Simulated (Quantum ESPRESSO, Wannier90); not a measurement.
# Tight-binding from DFT: Al (hcp (Mg type), model phase)

```
CELL_PARAMETERS angstrom
      2.81246     0.00000     0.00000
     -1.40623     2.43566     0.00000
      0.00000     0.00000     4.86685
ATOMIC_POSITIONS crystal
  Al 0.66667 0.33333 0.75000
  Al 0.33333 0.66667 0.25000
```

Structure: Materials Project mp-2647008, symmetrised, not relaxed again. This isn't the element's usual structure (fcc); take it as a model of another phase. Computed values, not measurements, from LDA: Quantum ESPRESSO (norm-conserving PseudoDojo potentials, cutoff 36 Ry, no spin polarisation, no spin-orbit coupling) on a Γ-centred 12×12×6 mesh, then Wannier90. Density: 18×18×10 mesh, cold smearing 0.01 Ry.

The plane-wave run has 15 bands and 6 electrons a cell. On the energy scale of pw.x, whose zero is arbitrary, the Fermi level lies at 7.59 eV.

No group of bands is cut off by a gap: all 15 computed bands overlap.

Input w.win, without the blocks of cell, atoms and k-points (864 lines):

```
num_bands = 15
num_wann = 8
num_iter = 800
conv_tol = 1.0e-6
conv_window = 4
dis_num_iter = 1000
dis_conv_tol = 1.0e-6
dis_froz_max = 9.09
dis_win_max = 19.08
write_hr = true
write_u_matrices = true
begin projections
Al: s;p
end projections
mp_grid = 12 12 6
```

wannier90.x stops with:
```
dis_windows: Energy window contains fewer states than number of target WFs
```
At some k-point the outer window holds fewer bands than num_wann, so no subspace of that size can be extracted. Mended as below, all else unchanged, the run goes through (Ω_I = 12.4 Å²) and follows the plane-wave bands to 19 meV rms (states up to 1.0 eV relative to the Fermi level).
Remove the line dis_win_max = 19.08.
